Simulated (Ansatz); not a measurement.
Input for Ansatz (plane-wave DFT, PAW):

```yaml
crystal:
  lattice:
    - [-3.919814, 3.940503, -3.976502]
    - [3.922179, 3.925128, 3.958761]
    - [3.945454, -3.922762, -3.984402]
  atoms:
    - { symbol: Ru, position: [0.000195371, 0.9985925455, 0.9868137643] }
    - { symbol: Ru, position: [0.2651677123, 0.5104491176, 0.2521302787] }
    - { symbol: Ru, position: [0.2451462917, 0.7364206275, 0.9893132206] }
    - { symbol: Os, position: [0.2576597179, 0.0162114198, 0.7559004628] }
    - { symbol: Os, position: [0.0175334332, 0.2630076798, 0.7717872253] }
    - { symbol: Os, position: [0.4916867468, 0.0036959351, 0.5101333066] }
    - { symbol: Os, position: [0.748629315, 0.5057498924, 0.7613149483] }
    - { symbol: Os, position: [0.2734329273, 0.2622413346, 0.5186982424] }
    - { symbol: Os, position: [0.4934111958, 0.7373966074, 0.7422745837] }
    - { symbol: Os, position: [0.478002753, 0.4906053265, 0.9777426901] }
    - { symbol: Au, position: [0.0056797914, 0.501279838, 0.5050191024] }
    - { symbol: Au, position: [0.7496842409, 0.9981849105, 0.2502665341] }
    - { symbol: Au, position: [0.4903742747, 0.245125342, 0.2476207772] }
    - { symbol: Au, position: [0.7519662397, 0.7571884735, 0.5059394771] }
    - { symbol: Au, position: [0.0088113196, 0.7579862895, 0.2482562233] }
    - { symbol: Au, position: [0.7538565955, 0.2498017826, 0.9975861691] }
basis:
  ecutwfc: 420
kpoints:
  mp_grid: { grid: [6, 6, 6] }
hamiltonian:
  xc: pbe
scf:
  occupations: { method: gaussian, width: 0.1 }
  n_extra_bands: 8
output:
  forces: true
  stress: true
  eigenvalues: true
  populations: true
  dos:
    method: { smearing: { sigma: 0.1, scheme: gaussian } }
    projected: true
    de: 0.02
  write_density: true
  write_potential: true
  elf: true
  volumetric_format: npy
```

Launched with
```bash
ansatz run input.yaml --threads 4 --pin off --max-ram 9216MiB --backend cpu --events-out ev --progress --plain --runs-dir out
```

Method: DFT PBE, scalar-relativistic, plane waves, PAW in Ansatz 0.2.0.

Abridged output:

```
scf.n_extra_bands = 8 over 137 filled bands (N_el = 274.0): the run solves 145 bands
Pseudopotentials: kind: paw
Pseudopotential: Ru, paw, valence charge 16, recommended cutoff 420 eV (normal)
Pseudopotential: Os, paw, valence charge 16, recommended cutoff 420 eV (normal)
Pseudopotential: Au, paw, valence charge 19, recommended cutoff 420 eV (normal)
Functional definition: PBE
Crystal: 16 atoms, lattice volume = 246.322 Å³
Basis set: ecut = 420 eV, 4821 PW (Γ), exchange–correlation on 96×96×96 points (8 copies of the dense FFT grid, shifted against one another)
Bands: 145, of which v1, the nominal top of the filled ones, is band 137 counted from 1 (136 counted from 0)
Symmetry: 1 space group operations
Space group: P1 (ITA 1), of the structure as read, at distance tolerance 6.3e-5 Å
k-points: 112 of 216 (time reversal used)
Initial density: superposition of atomic densities (neutral atoms: chi_scale 0, normalization atom), corrected by the library's trained network
Initial wavefunctions: pseudopotential atomic-orbital guess
Functional: x = pbe(κ = 0.804, μ = 0.21951497), c = pbe(β = 0.06672455)
SCF iter   1: F=—  HF=-176217.159749 eV  |F-HF|=—  |Δ(HF+E_count)|=         —  Δρ=8.75e-3  dr2=1.51e-1  ethr=1.77e-3  ⟨swp⟩=5.0  Hψ=49244  notcnv=0
SCF iter   2: F=—  HF=-176217.160633 eV  |F-HF|=—  |Δ(HF+E_count)|=   8.84e-4  Δρ=4.49e-3  dr2=3.33e-2  ethr=5.52e-5  ⟨swp⟩=2.4  Hψ=30247  notcnv=0
SCF iter   3: F=—  HF=-176217.160074 eV  |F-HF|=—  |Δ(HF+E_count)|=   5.59e-4  Δρ=7.67e-4  dr2=1.70e-3  ethr=1.22e-5  ⟨swp⟩=2.0  Hψ=24203  notcnv=0
SCF iter   4: F=—  HF=-176217.160032 eV  |F-HF|=—  |Δ(HF+E_count)|=   4.15e-5  Δρ=1.80e-4  dr2=1.81e-4  ethr=6.20e-7  ⟨swp⟩=2.1  Hψ=26684  notcnv=0
SCF iter   5: F=—  HF=-176217.160015 eV  |F-HF|=—  |Δ(HF+E_count)|=   1.72e-5  Δρ=5.71e-5  dr2=2.00e-5  ethr=6.61e-8  ⟨swp⟩=2.0  Hψ=27702  notcnv=0
SCF iter   6: F=—  HF=-176217.159548 eV  |F-HF|=—  |Δ(HF+E_count)|=   4.67e-4  Δρ=2.05e-5  dr2=1.82e-6  ethr=7.30e-9  ⟨swp⟩=2.0  Hψ=24385  notcnv=0
SCF iter   7: F=—  HF=-176217.159547 eV  |F-HF|=—  |Δ(HF+E_count)|=   1.86e-7  Δρ=5.76e-6  dr2=1.48e-7  ethr=6.64e-10  ⟨swp⟩=2.0  Hψ=26678  notcnv=0
SCF iter   8: F=-176217.159547 eV  HF=-176217.159547 eV  |F-HF|=4.51e-9  |Δ(HF+E_count)|=   9.90e-9  Δρ=1.49e-6  dr2=7.85e-9  ethr=3.65e-11  ⟨swp⟩=8.7  Hψ=103816  notcnv=0
SCF 1 converged in 8 iterations: F = -176217.159547 eV  dr2 = 7.85e-9
SCF converged after 8 iterations
Free energy (F): -176217.159547 eV
Harris-Foulkes:  -176217.159547 eV  (|F-HF|=4.51e-9)
Internal energy: -176217.097373 eV  (E = F + TS)
E sigma→0 (E₀):  -176217.128460 eV
Entropy (-TS):   -0.062174 eV (-3.886 meV/atom)
Fermi energy:    22.843009 eV
--- Per-component energies (eV) ---
  E_band       = -2024.537485
  E_kinetic    = 9096.400745
  E_local      = -19946.682039  (includes V_loc(G=0)·N_el)
  E_nonlocal   = 1449.837512
  E_hartree    = 8009.718489
  E_xc         = -3804.904738
  E_vxc        = -4355.366299  (∫ρ·V_xc dr)
  E_paw        = -131696.803413  (= ΣΔE_a)
  E_vpaw       = -4288.169647  (= ΣTr[D̂ρ^β])
  E_aug_tail   = 0.007576  (compensation charges beyond the density's cutoff)
  E_ewald      = -39324.671506
  E_smearing   = -0.062174  (= −TS)
--- Forces (eV/Å), atoms counted from 1 ---
  atom   1  Ru    -0.02857948     0.01390087    -0.02371466
  atom   2  Ru    -0.03387882     0.02840451    -0.00856780
  atom   3  Ru    -0.03611182     0.00998282    -0.00347273
  atom   4  Os    -0.03611002     0.00333932    -0.00203377
  atom   5  Os    -0.03966587     0.03074669     0.01235804
  atom   6  Os     0.06646893    -0.01776077    -0.07668167
  atom   7  Os    -0.01516584    -0.02456909    -0.03495941
  atom   8  Os     0.06981681    -0.02469986    -0.01335382
  atom   9  Os    -0.00262888    -0.01829581     0.03186227
  atom  10  Os     0.00109809     0.00772986     0.07800439
  atom  11  Au     0.00416125    -0.00039157    -0.00731401
  atom  12  Au     0.00374028     0.00425177    -0.00837581
  atom  13  Au     0.02630295     0.01443028    -0.00264419
  atom  14  Au    -0.01711235    -0.01802441     0.01692076
  atom  15  Au     0.01721580    -0.02481928     0.03129523
  atom  16  Au     0.02049260     0.01578731     0.01066625
--- Stress (GPa, compression-positive) ---
        0.068650      -0.015433      -0.180096
       -0.015433      -0.038877      -0.149608
       -0.180096      -0.149608       0.326959
  P = ⅓ Tr σ = 0.1189 GPa (1.189 kbar)
--- Band table (eV; the first three rows and the last of 112) ---
  k-point 0: bands = ["-83.4713", "-83.4438", "-83.4094", "-83.4086", "-83.2159", "-83.1487", "-63.6224", "-63.5770", "-63.5537", "-63.5366", "-63.5164", "-63.4544", "-63.4361", "-50.0588", "-49.8795", "-49.8601", "-34.9386", "-34.9203", "-34.9142", "-34.9079", "-34.8846", "-34.8783", "-34.8699", "-34.8601", "-34.8245", "-34.8142", "-34.7917", "-34.7814", "-34.6779", "-34.6591", "-34.6395", "-34.5877", "-34.5673", "-34.5553", "-23.3965", "-23.3021", "-23.2493", "-23.1584", "-23.1333", "-23.1085", "-23.0451", "-23.0039", "-22.9644", "-22.9435", "-22.9269", "-22.9052", "-22.8838", "-22.8066", "-22.7904", "-22.7797", "-22.7678", "-22.7570", "-22.7474", "-22.7008", "-22.6595", "-20.1135", "-20.0 ...
  k-point 1: bands = ["-83.4714", "-83.4438", "-83.4094", "-83.4086", "-83.2159", "-83.1487", "-63.6224", "-63.5770", "-63.5537", "-63.5366", "-63.5164", "-63.4544", "-63.4361", "-50.0588", "-49.8795", "-49.8601", "-34.9387", "-34.9203", "-34.9142", "-34.9079", "-34.8846", "-34.8782", "-34.8699", "-34.8602", "-34.8246", "-34.8142", "-34.7917", "-34.7813", "-34.6779", "-34.6591", "-34.6395", "-34.5877", "-34.5673", "-34.5553", "-23.3965", "-23.3020", "-23.2498", "-23.1581", "-23.1334", "-23.1086", "-23.0453", "-23.0041", "-22.9645", "-22.9435", "-22.9265", "-22.9056", "-22.8838", "-22.8067", "-22.7903", "-22.7795", "-22.7677", "-22.7567", "-22.7472", "-22.7009", "-22.6596", "-20.1135", "-20.0 ...
  k-point 2: bands = ["-83.4714", "-83.4438", "-83.4094", "-83.4086", "-83.2159", "-83.1487", "-63.6224", "-63.5770", "-63.5537", "-63.5366", "-63.5164", "-63.4544", "-63.4361", "-50.0588", "-49.8795", "-49.8601", "-34.9388", "-34.9203", "-34.9143", "-34.9078", "-34.8846", "-34.8782", "-34.8698", "-34.8603", "-34.8248", "-34.8143", "-34.7917", "-34.7811", "-34.6780", "-34.6591", "-34.6395", "-34.5876", "-34.5673", "-34.5553", "-23.3964", "-23.3019", "-23.2508", "-23.1576", "-23.1334", "-23.1090", "-23.0454", "-23.0044", "-22.9646", "-22.9435", "-22.9254", "-22.9066", "-22.8837", "-22.8068", "-22.7900", "-22.7789", "-22.7674", "-22.7561", "-22.7466", "-22.7013", "-22.6599", "-20.1133", "-20.0 ...
  k-point 111: bands = ["-83.4713", "-83.4438", "-83.4094", "-83.4086", "-83.2159", "-83.1487", "-63.6215", "-63.5771", "-63.5545", "-63.5383", "-63.5149", "-63.4545", "-63.4357", "-50.0588", "-49.8802", "-49.8594", "-34.9404", "-34.9206", "-34.9143", "-34.9062", "-34.8826", "-34.8805", "-34.8723", "-34.8581", "-34.8257", "-34.8139", "-34.7906", "-34.7814", "-34.6774", "-34.6570", "-34.6393", "-34.5879", "-34.5680", "-34.5564", "-23.3816", "-23.3484", "-23.2647", "-23.1520", "-23.1329", "-23.0816", "-23.0243", "-23.0116", "-22.9767", "-22.9415", "-22.9161", "-22.8821", "-22.8597", "-22.8360", "-22.7856", "-22.7688", "-22.7570", "-22.7427", "-22.7330", "-22.7271", "-22.7057", "-20.1156", "-20 ...
--- Löwdin populations: 16 sites ---
  site symbol q [e]
     0     Ru     16.1883
     1     Ru     16.1710
     2     Ru     16.1197
     3     Os     15.8764
     4     Os     15.8210
     5     Os     15.9152
     6     Os     15.8991
     7     Os     15.8206
     8     Os     15.8345
     9     Os     15.8294
    10     Au     18.6599
    11     Au     18.6693
    12     Au     18.5942
    13     Au     18.5974
    14     Au     18.6005
    15     Au     18.5867
  spilling = 0.010280 (of n_electrons = 274.000000)
```

Self-consistency was reached.

The run took 3.4 min on 4 threads of Arm Neoverse V2, on a shared host, peak memory 3 GiB.

Spin-orbit coupling is left out, which matters for the bands of heavy elements.